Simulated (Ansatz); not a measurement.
With plane-wave PAW r²SCAN (Ansatz code), FeNi$_{3}$ in the Cu3Au type structure (Pm-3m) relaxes to a = 3.514 Å. Fe has 12 nearest neighbours from 2.48 Å (cuboctahedral); Ni has 12 nearest neighbours from 2.48 Å (cuboctahedral). Against the elements it lies at -0.13 eV/atom, with no fitted shifts.

Electronic character: metallic (no gap). The magnetic state found is ferromagnetic. The net moment is 1.32 μB per atom.

The bulk modulus is 212 GPa. The relaxed-ion elastic constants in GPa are C11 = 298, C12 = 167, C44 = 147. The elastic constants imply a Debye temperature near 519 K. Bader charges are Fe +0.52, Ni -0.17 e.

The r²SCAN relaxation kept the symmetry of its start. Magnetic state: ferromagnetic, chosen from 5 collinear starts compared on coarse meshes (ties went to the first, and starts can fall back to one state), not a proven ground state. Textbook magnetic order: ferromagnetic. Other orbital occupations within this spin state were not tried. For itinerant 3d metals, meta-GGAs of the SCAN family and hybrids are commonly reported to give too large moments. As this level gives no gap, shear constants depend on the k-mesh and smearing (Fermi–Dirac, 0.1 eV here). The references are the lowest solids computed at this level, not always the standard phases.

Potentials: the later of the program's two PAW sets.
